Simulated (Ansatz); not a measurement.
## Data sheet: Re (DFT)

Re:
```
CELL_PARAMETERS angstrom
     -1.54806     1.54806     1.54806
      1.54806    -1.54806     1.54806
      1.54806     1.54806    -1.54806
ATOMIC_POSITIONS crystal
  Re 0.00000 0.00000 0.00000
```

Space group Im-3m (No. 229), bcc (W type); conventional cell a = b = c = 3.096 Å, α = β = γ = 90.00°.

Method: DFT-r²SCAN in the program Ansatz with PAW potentials. Geometry: relaxed at this level of theory. Other levels are named where they apply.

**Cell and energy**

* **Volume per atom**: 14.84 Å³
* **Density**: 20.84 g/cm³

**Electronic structure**

Electronic character: metallic (no gap)
Density of states at the Fermi level: 0.93 states/eV per atom (mean over ±0.08 eV)
Gap with spin–orbit coupling: none (metallic)

**Mechanics**

Bulk modulus (Birch–Murnaghan fit): 376 GPa
Pressure derivative B′: 4.4
Elastic constants (relaxed ions, GPa): C11 = 401, C12 = 367, C44 = 192
Mechanical stability: stable (all eigenvalues of C positive)

The start of the workflow was typed in or built on a structure type; the Crystallography Open Database copy checked does not list it. It is not the phase usual at ambient conditions (space group No. 194). Symmetry was held in the r²SCAN relaxation; whether a distortion lowers the energy is not shown. No spin polarisation was allowed. As this level gives no gap, shear constants depend on the k-mesh and smearing (Fermi–Dirac, 0.1 eV here). Scalar-relativistic: spin–orbit coupling is off unless named, which matters more the heavier the elements.

Potentials: the earlier of the program's two PAW sets.
